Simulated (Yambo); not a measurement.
```xyz
3
Lattice="0.0000 3.6672 3.6672 3.6672 0.0000 3.6672 3.6672 3.6672 0.0000" Properties=species:S:1:pos:R:3 pbc="T T T"
S      0.0000     0.0000     0.0000
K      5.5008     5.5008     5.5008
K      1.8336     1.8336     1.8336
```

K₂S (anti-fluorite, space group Fm-3m, No. 225) under isotropic strain (on all lattice vectors), counted from the cell relaxed with PBEsol, atoms relaxed at each step. PBEsol (Quantum ESPRESSO, PseudoDojo norm-conserving, 74 Ry, without SOC); G0W0 in Yambo (4×4×4 Γ-centred k mesh, 180 bands and a 8 Ry block in the screening, 180 bands in G with the Bruneval-Gonze terminator, plasmon pole fitted at 27.2 eV).

Unstrained, the direct gap at Γ is 2.58 eV in PBEsol and 4.41 eV in G0W0.

Task: How fast does it move with strain?

Result: Between -0.7 % and +1 % the direct gap at Γ has a volume deformation potential dE/dlnV of -3.6 eV in G0W0 and -3.4 eV in PBEsol. (G0W0: 4.486 eV at -0.7 %, 4.303 eV at +1 %; Δ ln V = 3 ln(1.01/0.993) = 0.0509.) Convergence of the GW settings isn't established.
